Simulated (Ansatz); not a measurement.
Theory: Ansatz 0.2.0, DFT PBE, scalar-relativistic, plane waves, PAW. All cells share a 420 eV cutoff and Γ-centred k meshes spaced at most about 0.3 Å⁻¹ (about 0.25 or finer for metals, 2π included). No spin polarisation in the final relaxations.

These are static total energies at zero pressure. All come from trial cells, and lower structures may exist.

Task: Which of these relaxed structures of Be3TeO2 is the lowest in energy?
A. Space group P4mm (No. 99), tetragonal, a = 3.728 Å, c = 6.176 Å. Be on a site of symmetry 2mm is surrounded by 1 O at 1.44 Å and 2 Te at 2.44 Å; Be on a site of symmetry 4mm has 4 O at 1.88 Å, 4 Be at 2.51 Å, 1 Te at 2.92 Å and 1 Te at 3.25 Å; Te is surrounded by 4 Be at 2.44 Å; O is surrounded by 1 Be at 1.44 Å and 2 Be at 1.88 Å.
B. Space group P4mm (No. 99), tetragonal, a = 3.889 Å, c = 5.425 Å. Be on a site of symmetry 2mm is surrounded by 2 O at 1.97 Å and 2 Te at 2.50 Å; Be on a site of symmetry 4mm is surrounded by 1 O at 1.44 Å, 1 O at 1.63 Å, 4 Be at 2.73 Å and 4 Te at 2.77 Å; Te is surrounded by 4 Be at 2.50 Å, 4 Be at 2.77 Å, 4 O at 3.03 Å and 4 O at 3.28 Å; O on its first site is surrounded by 1 Be at 1.63 Å, 4 Be at 1.97 Å, 1 O at 2.36 Å and 4 Te at 3.03 Å; 1 more site not described.
C. Space group P6/mmm (No. 191), hexagonal, a = 5.404 Å, c = 5.764 Å. Be is surrounded by 2 O at 1.56 Å, 2 Te at 2.70 Å and 4 Be at 2.70 Å; Te has 6 Be at 2.70 Å and 6 O at 3.12 Å; around O lie 3 Be at 1.56 Å, 3 Te at 3.12 Å and 3 O at 3.12 Å.
D. Space group Cmmm (No. 65), orthorhombic, a = 4.803 Å, b = 13.513 Å, c = 2.558 Å. Be on a site of symmetry m2m is surrounded by 4 O at 1.75 Å; Be on a site of symmetry mmm is surrounded by 2 Be at 2.56 Å and 4 Te at 2.72 Å; around Te lie 2 Te at 2.56 Å and 4 Be at 2.72 Å; around O lie 4 Be at 1.75 Å.

Result: C. It has space group P6/mmm (No. 191); the next, A, with space group P4mm (No. 99), lies 0.42 eV/atom higher. Counting O or Te atoms around Be (for each partner element, those within 1.25 times its shortest distance or 1.15 times the sum of covalent radii, where it is the nearest in units of that sum or under 1.3; a plus sign parts groups by distance over the sum of covalent radii; a slash parts the counts of unlike sites), the lowest has Be 2+2 and the next has Be 1+2/6.

No dispersion correction is applied, so the spacing and binding between layers, chains or molecules are poorly described (P6/mmm, Cmmm, P4mm at 13.7 Å³/atom), and this can change margins and order among such cells. These runs have no spin–orbit coupling, which can matter for Te. Cells relaxed within their symmetry can be saddle points. Some candidate types were left out of the draw beforehand, so a known form may be missing.
